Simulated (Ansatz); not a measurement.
## Electric field gradients in Si₃N₄

The cell is a COD entry (perhaps calculated rather than measured), atoms as given.

Space group Fd-3m:1 (No. 227); a = 7.6765 Å.

```
site  Wyckoff  site symmetry       x       y       z
 Si1      16d           .-3m  0.1250  0.1250  0.6250
 Si5       8a           -43m  0.5000  0.5000  0.0000
   N      32e            .3m  0.8824  0.8824  0.3824
```

One atom of each set is listed; the run and its k-mesh use a cell of 14 atoms with edges of 5.43, 5.43, 5.43 Å.

All values are calculated (Ansatz; DFT, PBE, plane waves and PAW, scalar-relativistic, 420 eV cutoff, Γ-centred 6×6×6 k-points, Fermi–Dirac smearing 0.02 eV), not measured.

V_zz is the principal component of the electric field gradient with the largest magnitude, η = (V_xx − V_yy)/V_zz and C_Q = eQV_zz/h. ν_Q = 3|C_Q|/[2I(2I − 1)].

¹⁴N: I = 1, Q = 20.44 mb. Quadrupole moments are those of Pyykkö's year-2017 table.

| site | atoms | first shell | C_Q (MHz) | η | ν_Q (MHz) |
| --- | --- | --- | --- | --- | --- |
| N | 8 | 4 Si at 1.76–1.86 Å | 1.39 | 0.00 | 2.08 |

An axis of threefold or higher order runs through N, so V_zz lies along it and η is zero.

Si has no stable isotope with a ground-state quadrupole moment in the table, so these sites are left out.

At this cell the PBE pressure is 14 GPa, so with PBE the cell would grow if it were relaxed. The entry's cell may itself be off.
